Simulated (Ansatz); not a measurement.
The elements of this relaxed trial crystal are hidden behind letters.

```
lattice vectors (Å)
   3.4432    0.0000    0.0000
  -1.7216    2.9819    0.0000
   0.0000    0.0000   10.6650
fractional positions
X 0.6667 0.3333 0.2323
X 0.6667 0.3333 0.7677
X 0.3333 0.6667 0.0000
Z 0.6667 0.3333 0.5000
```

All numbers below come from DFT PBE, scalar-relativistic, plane waves, PAW in Ansatz 0.2.0. Settings of the last relaxation (4-atom cell): 420 eV, 18×18×6 k points, Gaussian smearing of 0.10 eV, no spin polarisation.

- Space group: P-6m2 (No. 187)
- Conventional cell: a = 3.443 Å, c = 10.665 Å
- Volume per atom: 27.38 Å³
- Density: 3.98 g/cm³
- Energy over the elements: +0.01 eV/atom
- Gap on the 18×18×6 mesh of the 4-atom cell: 0 eV (a metal)

Energies are uncorrected and count from the elements' standard states at the same level.

Q: X is a d-block element of period 4 and Z is a p-block element of period 5. Which elements are they?

A: X = Sc, Z = Te, so the formula is Sc3Te. Density times volume gives a mean mass of 3.98 × 27.38/1.6605 = 65.6 u per atom, and this set has 65.6 u. Sc on a site of symmetry 3m is surrounded by 1 Te at 2.86 Å, 3 Sc at 3.18 Å and 6 Sc at 3.44 Å; around Sc on a site of symmetry -6m2 lie 6 Sc at 3.18 Å and 6 Sc at 3.44 Å; Te is surrounded by 2 Sc at 2.86 Å and 6 Te at 3.44 Å. Other sets within the hints have nearly the same mass, so mass alone doesn't settle it; this one was computed.

Spin–orbit coupling, which can matter for Te, is left out. The cell is a metal run without spin; a magnetic state may lie lower. A later test with randomly moved atoms led to a structure 406 meV/atom lower, so this end is a saddle point or a shallow minimum.
